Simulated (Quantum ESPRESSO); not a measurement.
Space group P-4m2 (No. 115); a = b = 4.4336 Å, c = 6.3074 Å, α = β = γ = 90.00°

```csv
atom,site,symmetry,x,y,z
Zn,1c,-4m2,0.5000,0.5000,0.5000
Te,2g,2mm.,0.0000,0.5000,0.2712
Hg,1a,-4m2,0.0000,0.0000,0.0000
```

Cell and atoms were relaxed with PBEsol from Materials Project entry mp-1215403, within its symmetry.

**Question.** What does PBEsol (pw.x of Quantum ESPRESSO, ONCV potentials, with spin-orbit coupling) give for the electronic structure near the Fermi level?

**Answer.** The PBEsol gap is direct, 0.12 eV at Γ. So small a PBEsol gap in heavy elements may be inverted, where one-shot corrections to single bands mislead.

The structure is a Materials Project entry; no match was found in the copy of COD used, and its stability was not checked.
